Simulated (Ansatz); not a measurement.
SrCl₂ (fluorite, space group No. 225) at seven volumes, LDA in the plane-wave PAW code Ansatz, scaled uniformly. One row is withheld.

```tsv
V (Å³/atom)	P (GPa)
23.848	?
24.634	3.13
25.420	1.43
26.207	0.00
26.993	-1.22
27.779	-2.25
28.565	-3.13
```

### Question
Fit the shown pressures and predict the withheld one.

### Answer
P = (3/2)B₀(x^(7/2) − x^(5/2))[1 + (3/4)(B′ − 4)(x − 1)] with x = (V₀/V)^(2/3). Least squares on the six rows gives V₀ = 26.206 Å³/atom, B₀ = 44.0 GPa, B′ = 4.49. At V = 23.848, x = 1.0649 and P = 5.13 GPa. The run itself gave 5.14 GPa.

Space group Fm-3m (fluorite). Symmetry was held in the LDA relaxation; phonons on a q-mesh show no instability.

Potentials: the later of the program's two PAW sets.
